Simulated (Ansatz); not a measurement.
Here is the system:

NbAs2:
```xyz
6
Lattice="4.6365 1.6720 0.0000 -4.6365 1.6720 0.0000 -3.7895 0.0000 6.7285" Properties=species:S:1:pos:R:3 pbc="T T T"
Nb    -3.9227     1.6720     1.3163
Nb     0.1333     1.6720     5.4121
As     1.5414     1.6720     3.1726
As    -5.3309     1.6720     3.5559
As    -2.5019     1.6720     5.9994
As    -1.2876     1.6720     0.7291
```

This is the LDA-relaxed structure.

Problem. All from LDA in the plane-wave PAW code Ansatz, unless another level is named. Give the electronic character.

Solution. metallic (no gap).

Problem. What about the formation energy from the elements (no fitted shifts)?

Solution. -0.60 eV/atom.

Problem. And the density of states at the Fermi level?

Solution. 0.08 states/eV per atom (mean over ±0.08 eV).

Space group C2/m. The workflow started from a Materials Project entry (that database holds measured and hypothetical structures alike); the Crystallography Open Database files this formula in space group No. 12, but the cells were not matched. Whether it is the stable phase at ambient conditions was not checked. Symmetry was held in the LDA relaxation; whether a distortion lowers the energy is not shown. The run is not spin-polarised. The references are the lowest solids computed at this level, not always the standard phases. Scalar-relativistic: spin–orbit coupling is off unless named, which matters more the heavier the elements.

Potentials: the later of the program's two PAW sets.
